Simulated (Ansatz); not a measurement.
System: Pt (fcc type), 1 atom in the cell.

Method: PBE with spin–orbit coupling, all-electron LAPW, point nucleus in Ansatz.

k-mesh 4×4×4 Γ-centred; Fermi–Dirac smearing of 0.15 eV.

```xyz
1
Lattice="0.0000 1.9874 1.9874 1.9874 0.0000 1.9874 1.9874 1.9874 0.0000" Properties=species:S:1:pos:R:3 pbc="T T T"
Pt    0.0000    0.0000    0.0000
```

Question: Is the cell under compression or tension, and by how much?

Answer: The pressure is -1.97 GPa, so at these settings the cell is stretched and would shrink.

The k-mesh is coarse, so these values belong to this mesh and can lie far from the converged ones.
